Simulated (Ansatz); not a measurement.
NbAg:
```xyz
2
Lattice="0.0000 2.7299 2.7299 2.7299 0.0000 2.7299 2.7299 2.7299 0.0000" Properties=species:S:1:pos:R:3 pbc="T T T"
Ag     0.0000     0.0000     0.0000
Nb     2.7299     2.7299     2.7299
```

Relaxed with PBE. Special points in fractions of this cell's reciprocal vectors: Γ (0.000, 0.000, 0.000); X (0.500, 0.000, 0.500); U (0.625, 0.250, 0.625); K (0.375, 0.375, 0.750); L (0.500, 0.500, 0.500); W (0.500, 0.250, 0.750).

Task: List the band energies nearest the Fermi level at these points for the program Ansatz at the PBE with spin–orbit coupling level (PAW).

Result: In eV from the Fermi level; about four levels below and three above (degenerate sets whole), none deeper than 8.9 eV; points with the same levels are listed once.

| k | below | above |
|---|---|---|
| Γ | -5.48 -5.48 -5.48 -5.48 -5.30 -5.30 | 0.92 0.92 0.92 0.92 |
| X | -3.54 -3.54 -0.48 -0.48 | 0.38 0.38 1.64 1.64 |
| U | -0.64 -0.64 -0.47 -0.47 | 0.62 0.62 1.44 1.44 |
| L | -0.83 -0.83 -0.83 -0.83 | 1.21 1.21 1.27 1.27 |
| W | -0.40 -0.40 -0.39 -0.39 | 1.67 1.67 3.19 3.19 |

Space group Fm-3m (rock salt). The start of the workflow was typed in or built on a structure type; neither database checked (COD, Materials Project) lists it. Whether it is the stable phase at ambient conditions was not checked. The cell was relaxed with PBE under the symmetry of its start; its stability against distortions is not shown here. The run is not spin-polarised. The volume moved by 16 % from the start of the relaxation. Its formation energy is positive at this level, so the cell may be metastable or incomplete.

Potentials: the earlier of the program's two PAW sets.
